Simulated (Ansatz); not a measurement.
Free-standing sheet of SnSe$_{2}$:

```yaml
crystal:
  lattice:
    - [3.82468, 0.00000, 0.00000]
    - [-1.91234, 3.31227, 0.00000]
    - [0.00000, 0.00000, 32.37601]
  periodic: [true, true, false]
  atoms:
    - { symbol: Se, position: [0.66667, 0.33333, 0.45056] }
    - { symbol: Sn, position: [0.00000, 0.00000, 0.50000] }
    - { symbol: Se, position: [0.33333, 0.66667, 0.54944] }
```

The calculation used Ansatz, DFT PBE+D3(BJ), scalar-relativistic, plane waves, PAW. Settings: cutoff 420 eV, Γ-centred mesh 12×12×1 on the computed 3-atom cell, Gaussian smearing of 0.02 eV; no spin polarisation. The sheet is isolated along c (Coulomb cut-off).

Without a field its gap is 0.76 eV.

Task: An external electric field is applied along +c with the atoms held. How do the gap, the energy and the largest force respond?

Result:
```tsv
field (V/Å)	gap	ΔE (meV/cell)	largest force (eV/Å)
-0.20	0.77 eV	-7.4	0.058
+0.10	0.77 eV	-1.9	0.029
+0.20	0.77 eV	-7.4	0.058
+0.35	0.76 eV	-22.8	0.101
```

Cost: 5 runs of about 5.3 core-minutes in all, on Arm Neoverse V1, Intel Xeon Processor @ 2.70GHz (shared hosts).